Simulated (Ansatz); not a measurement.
Input for Ansatz (plane-wave DFT, PAW):

```yaml
crystal:
  lattice:
    - [-2.2919893874, 2.2919893874, 5.7051290675]
    - [2.2919893874, -2.2919893874, 5.7051290675]
    - [2.2919893874, 2.2919893874, -5.7051290675]
  atoms:
    - { symbol: Ba, position: [0.0, 0.0, 0.0] }
    - { symbol: Ag, position: [0.75, 0.25, 0.5] }
    - { symbol: Ag, position: [0.25, 0.75, 0.5] }
    - { symbol: As, position: [0.384216093, 0.384216093, 0.0] }
    - { symbol: As, position: [0.615783907, 0.615783907, 0.0] }
basis:
  ecutwfc: 420
kpoints:
  mp_grid: { grid: [12, 12, 12] }
  band_path:
    path:
      - [[0.0, 0.0, 0.0], [0.0, 0.0, 0.5], [0.25, 0.25, 0.25], [0.0, 0.5, 0.0], [0.0, 0.0, 0.0], [0.5, 0.5, -0.5], [0.29034914, 0.70965086, -0.29034914]]
      - [[-0.29034914, 0.29034914, 0.29034914], [0.0, 0.0, 0.0]]
      - [[0.0, 0.0, 0.5], [-0.08069828, 0.08069828, 0.5]]
      - [[0.5, 0.5, -0.08069828], [0.5, 0.5, -0.5]]
    npoints: 14
hamiltonian:
  xc: pbe
scf:
  occupations: { method: gaussian, width: 0.1 }
  n_extra_bands: 12
output:
  forces: true
  stress: true
  eigenvalues: true
  populations: true
  dos: { projected: true, de: 0.02, nscf_kmesh: { grid: [18, 18, 18] } }
  bader: true
  write_density: true
  write_potential: true
  elf: true
  volumetric_format: npy
```

Command:
```bash
ansatz run input.yaml --threads 1 --pin off --max-ram 2560MiB --backend cpu --events-out ev --progress --plain --runs-dir out
```

Level of theory: Ansatz, DFT PBE, scalar-relativistic, plane waves, PAW.

Part of what the program printed, abridged (iterations and final results):

```
SCF iter   1: F=—  HF=-30845.436251 eV  |F-HF|=—  |Δ(HF+E_count)|=         —  Δρ=2.04e-3  dr2=1.08e-2  ethr=1.77e-3  ⟨swp⟩=8.7  Hψ=37221  notcnv=0  defer=238
SCF iter   2: F=—  HF=-30845.436680 eV  |F-HF|=—  |Δ(HF+E_count)|=   4.29e-4  Δρ=8.74e-4  dr2=1.00e-3  ethr=1.38e-5  ⟨swp⟩=2.9  Hψ=15633  notcnv=0  defer=273
SCF iter   3: F=—  HF=-30845.436712 eV  |F-HF|=—  |Δ(HF+E_count)|=   3.29e-5  Δρ=4.62e-4  dr2=4.37e-4  ethr=1.29e-6  ⟨swp⟩=2.4  Hψ=13811  notcnv=0  defer=273
SCF iter   4: F=—  HF=-30845.436722 eV  |F-HF|=—  |Δ(HF+E_count)|=   9.22e-6  Δρ=1.42e-4  dr2=5.91e-5  ethr=5.60e-7  ⟨swp⟩=2.1  Hψ=8888  notcnv=0  defer=273
SCF iter   5: F=—  HF=-30845.436666 eV  |F-HF|=—  |Δ(HF+E_count)|=   5.54e-5  Δρ=7.92e-5  dr2=1.42e-5  ethr=7.57e-8  ⟨swp⟩=2.8  Hψ=12819  notcnv=0  defer=273
SCF iter   6: F=—  HF=-30845.436666 eV  |F-HF|=—  |Δ(HF+E_count)|=   1.54e-7  Δρ=3.92e-5  dr2=2.73e-6  ethr=1.82e-8  ⟨swp⟩=2.1  Hψ=12890  notcnv=0  defer=273
SCF iter   7: F=—  HF=-30845.436666 eV  |F-HF|=—  |Δ(HF+E_count)|=   4.01e-7  Δρ=1.25e-5  dr2=7.39e-7  ethr=3.50e-9  ⟨swp⟩=2.0  Hψ=12767  notcnv=0  defer=273
SCF iter   8: F=—  HF=-30845.436666 eV  |F-HF|=—  |Δ(HF+E_count)|=   1.52e-7  Δρ=4.54e-6  dr2=1.11e-7  ethr=9.47e-10  ⟨swp⟩=2.0  Hψ=10795  notcnv=0  defer=273
SCF iter   9: F=-30845.436666 eV  HF=-30845.436666 eV  |F-HF|=8.82e-9  |Δ(HF+E_count)|=   2.78e-8  Δρ=1.55e-6  dr2=1.15e-8  ethr=1.28e-10  ⟨swp⟩=15.7  Hψ=60374  notcnv=0
SCF 1 converged in 9 iterations: F = -30845.436666 eV  dr2 = 1.15e-8
SCF converged after 9 iterations
Free energy (F): -30845.436666 eV
Harris-Foulkes:  -30845.436666 eV  (|F-HF|=8.82e-9)
Internal energy: -30845.426334 eV  (E = F + TS)
E sigma→0 (E₀):  -30845.431500 eV
Entropy (-TS):   -0.010332 eV (-2.066 meV/atom)
Fermi energy:    11.997566 eV
--- Per-component energies (eV) ---
  E_band       = -1112.927629
  E_kinetic    = 1428.730149
  E_local      = -10291.900018  (includes V_loc(G=0)·N_el)
  E_nonlocal   = -1123.444395
  E_hartree    = 5016.882541
  E_xc         = -696.486458
  E_vxc        = -764.280870  (∫ρ·V_xc dr)
  E_paw        = -16700.865470  (= ΣΔE_a)
  E_vpaw       = -395.789379  (= ΣTr[D̂ρ^β])
  E_aug_tail   = 0.000633  (compensation charges beyond the density's cutoff)
  E_ewald      = -8478.343317
  E_smearing   = -0.010332  (= −TS)
--- Forces (eV/Å), atoms counted from 1 ---
  atom   1  Ba     0.00000000     0.00000000     0.00000000
  atom   2  Ag     0.00000000     0.00000000     0.00000000
  atom   3  Ag     0.00000000     0.00000000     0.00000000
  atom   4  As     0.00000000     0.00000000    -0.00147134
  atom   5  As     0.00000000     0.00000000     0.00147134
--- Stress (GPa, compression-positive) ---
        0.000397       0.000000       0.000000
        0.000000       0.000397       0.000000
        0.000000       0.000000       0.005219
  P = ⅓ Tr σ = 0.0020 GPa (0.020 kbar)
--- Band table (eV; the first three rows and the last of 163) ---
  k-point 0: bands = ["-80.1875", "-80.1855", "-43.6788", "-43.6766", "-43.6766", "-43.6754", "-43.6575", "-43.6575", "-23.7671", "-23.7156", "-23.7156", "-23.7072", "-23.6966", "-23.6966", "-23.6123", "-23.6119", "-23.6106", "-23.6097", "-15.9478", "-1.3055", "-1.1523", "-1.1523", "-0.0738", "2.0391", "5.8259", "6.6383", "6.6383", "6.6769", "7.1952", "7.4353", "7.4353", "7.6360", "7.8598", "7.9713", "8.3288", "10.1076", "10.1076", "11.2978", "11.2978", "12.2785", "13.1577", "14.1673", "14.8875", "15.4369", "15.7000", "16.2105", "17.3323", "17.3323", "18.7863", "18.7863", "18.9000"]
  k-point 1: bands = ["-80.1874", "-80.1856", "-43.6787", "-43.6768", "-43.6755", "-43.6752", "-43.6589", "-43.6574", "-23.7671", "-23.7156", "-23.7156", "-23.7072", "-23.6966", "-23.6966", "-23.6123", "-23.6119", "-23.6106", "-23.6097", "-15.9461", "-1.2960", "-1.2487", "-1.1672", "0.0688", "2.0252", "5.9058", "6.5556", "6.6818", "6.7489", "7.1132", "7.4333", "7.5306", "7.6170", "7.8213", "7.9445", "8.1987", "9.9596", "10.1623", "10.9174", "11.0026", "12.7555", "13.4593", "14.5564", "14.7002", "15.6332", "15.8307", "15.8870", "17.3380", "17.4528", "18.6187", "18.6502", "18.7544"]
  k-point 2: bands = ["-80.1872", "-80.1858", "-43.6784", "-43.6771", "-43.6758", "-43.6715", "-43.6627", "-43.6571", "-23.7671", "-23.7157", "-23.7156", "-23.7072", "-23.6966", "-23.6966", "-23.6123", "-23.6119", "-23.6105", "-23.6098", "-15.9414", "-1.4075", "-1.2718", "-1.2074", "0.3341", "1.9944", "6.0948", "6.4496", "6.8050", "6.8868", "7.0236", "7.4011", "7.5642", "7.6570", "7.7215", "7.8521", "7.8691", "9.7007", "10.2516", "10.4144", "10.5944", "13.6822", "13.7276", "14.4371", "14.9338", "15.4738", "15.7427", "16.8946", "17.3079", "17.3477", "17.6969", "18.4729", "18.7501"]
  k-point 162: bands = ["-80.1875", "-80.1855", "-43.6788", "-43.6766", "-43.6766", "-43.6754", "-43.6575", "-43.6575", "-23.7671", "-23.7157", "-23.7157", "-23.7072", "-23.6965", "-23.6965", "-23.6126", "-23.6117", "-23.6104", "-23.6099", "-15.9470", "-1.4302", "-1.1492", "-1.1492", "0.2569", "1.6285", "6.0780", "6.5976", "6.5976", "6.6813", "6.8490", "7.3585", "7.3585", "7.5380", "7.8600", "8.3288", "9.8713", "9.8713", "10.2787", "10.7741", "12.2109", "12.6291", "12.6291", "13.4619", "15.3388", "15.3442", "15.9141", "15.9141", "16.0836", "16.2536", "16.2536", "16.4166", "16.9090"]
--- Löwdin populations: 5 sites ---
  site symbol q [e]
     0     Ba      8.3894
     1     Ag     18.5661
     2     Ag     18.5661
     3     As     15.9074
     4     As     15.9074
  spilling = 0.008506 (of n_electrons = 78.000000)
--- Bader charges: 5 sites ---
  site symbol charge [e]  shift [e]
     0     Ba      1.2902     0.0000
     1     Ag     -0.0619     0.0001
     2     Ag     -0.0619     0.0001
     3     As     -0.5833     0.0001
     4     As     -0.5832     0.0001
  estimated error of the sums over rays = 6.7e-4 e
```

Self-consistency was reached.

Time: 4.1 min on 1 thread of Arm Neoverse V1, with other jobs on the host, peak memory 1.7 GiB.